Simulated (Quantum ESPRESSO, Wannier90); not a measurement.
**YSi2 (C2/c): Wannier90 run**

```xyz
6
Lattice="2.8070 -2.8058 0.0000 2.8070 2.8058 0.0000 -2.7033 0.0000 7.3142" Properties=species:S:1:pos:R:3 pbc="T T T"
Y      0.6758     2.1013    -1.8285
Y     -0.6758    -2.1013     1.8285
Si     0.6567    -0.7059    -3.0344
Si    -0.6567     0.7059     3.0344
Si     0.6950    -0.7059    -0.6227
Si    -0.6950     0.7059     0.6227
```

Cell from Materials Project (mp-12769), symmetrised, no further relaxation. Not found in the COD (Crystallography Open Database) copy used, which has the formula in other groups; not checked further. The atoms lie within 0.1 Å of the higher space group I4_1/amd. Level: LDA, no spin polarisation, no spin-orbit coupling; pw.x of Quantum ESPRESSO at 58 Ry with PseudoDojo potentials, 6×6×4 k-points, Wannier90. Density: 8×8×4 mesh, cold smearing 0.01 Ry.

A tight-binding model is made by disentanglement and projection with no localisation steps (num_iter = 0), so the 34 orbitals stay atom-like: hydrogen-like Y: s;p;d; Si: s;p, axes along x, y, z; frozen window up to 1.50 eV relative to the Fermi level. It follows pw.x to 14 meV rms for states up to 1.0 eV relative to the Fermi level. Matrix elements depend on this choice of orbitals and windows.

### Question
What are the on-site energies relative to the Fermi level, and how fast do the hoppings decay?

### Answer
```
atom  orbitals  energy (eV)
----  --------  -----------
Y1           s         3.15
Y1          pz         6.87
Y1       px py         7.22
Y1         dz2         2.60
Y1     dxz dyz         2.75
Y1      dx2-y2         2.91
Y1         dxy         2.54
Y2           s         3.15
Y2          pz         6.87
Y2       px py         7.22
Y2         dz2         2.60
Y2     dxz dyz         2.75
Y2      dx2-y2         2.91
Y2         dxy         2.54
Si3          s        -4.99
Si3   pz px py         1.68
Si4          s        -4.99
Si4   pz px py         1.68
Si5          s        -4.99
Si5   pz px py         1.68
Si6          s        -4.99
Si6   pz px py         1.68
```

| distance of the centres (Å) | largest modulus (eV) |
|---|---|
| 2–3 | 3.1 |
| 3–4 | 1.4 |
| 4–5 | 0.59 |
| 5–6 | 0.33 |
| 6–7 | 0.17 |
| 7–8 | 0.15 |
| 8–9 | 0.065 |
| 9–10 | 0.046 |
| 10–11 | 0.031 |
